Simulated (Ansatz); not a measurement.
A distorted cell of Mo (bcc, W type):

```
CELL_PARAMETERS angstrom
     -3.16077     3.16077     3.16077
      1.58038    -1.58038     1.58038
      1.58038     1.58038    -1.58038
ATOMIC_POSITIONS crystal
  Mo 0.00000 0.04746 0.04746
  Mo 0.50000 0.95254 0.95254
```

Level of theory: PBE (plane waves to 420 eV, PAW, scalar-relativistic; Ansatz, a first-principles code). k mesh 21×21×21 (Γ-centred), Fermi-Dirac smearing 0.05 eV. Stress and pressure are positive under compression. With partly filled bands, energies and forces of such displacements shift with the k mesh and the smearing. Mo is run without spin polarisation. Mo was relaxed with its symmetry unable to fall. The PAW data are Ansatz's earlier set.

Problem. Predict the force on every atom, in eV/Å.

Solution. 
```json
[
 {"atom": "Mo1", "Fx": "-1.386", "Fy": "0.000", "Fz": "0.000"},
 {"atom": "Mo2", "Fx": "1.386", "Fy": "0.000", "Fz": "0.000"}
]
```

Problem. What is the stress tensor (GPa)?

Solution. 
```
    3.9      0.0      0.0
    0.0      3.1      3.2
    0.0      3.2      3.1
```
The pressure, a third of the trace, is 3.4 GPa.

(A displaced cell: forces are minus the slopes of the energy, force constants its curvatures, and phonons follow from these.)
